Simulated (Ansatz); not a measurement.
LiF (rock salt)

```
CELL_PARAMETERS angstrom
      0.00000     1.99510     1.99510
      1.99510     0.00000     1.99510
      1.99510     1.99510     0.00000
ATOMIC_POSITIONS crystal
  F  0.00000 0.00000 0.00000
  Li 0.50000 0.50000 0.50000
```

All values below come from r2SCAN (plane waves to 500 eV, PAW, scalar-relativistic; Ansatz, a program for electronic structure). Harmonic phonons by density-functional perturbation theory on a 12×12×12 k mesh, in cm⁻¹; i marks imaginary ones, q is in fractions of the reciprocal vectors of the cell shown, and the three acoustic modes at Γ are left out. The non-analytic (LO-TO) term is not included, so polar modes at Γ have their transverse values. LiF was relaxed with its symmetry unable to fall.

Task: Does any mode at Γ, L = (0.5, 0.0, 0.0), X = (0.5, 0.5, 0.0) come out imaginary?

Result: No imaginary mode at these points (lowest 221 cm⁻¹ at L = (0.5, 0.0, 0.0)); other wave vectors were not tested.

Task: List the wavenumbers at Γ, L = (0.5, 0.0, 0.0), X = (0.5, 0.5, 0.0), with degeneracies.

Result: 
```json
[
 {"q": "Γ", "wavenumbers (cm⁻¹)": "319 (×3)"},
 {"q": "L = (0.5, 0.0, 0.0)", "wavenumbers (cm⁻¹)": "221 (×2), 301 (×2), 391, 613"},
 {"q": "X = (0.5, 0.5, 0.0)", "wavenumbers (cm⁻¹)": "253 (×2), 355 (×2), 362, 474"}
]
```
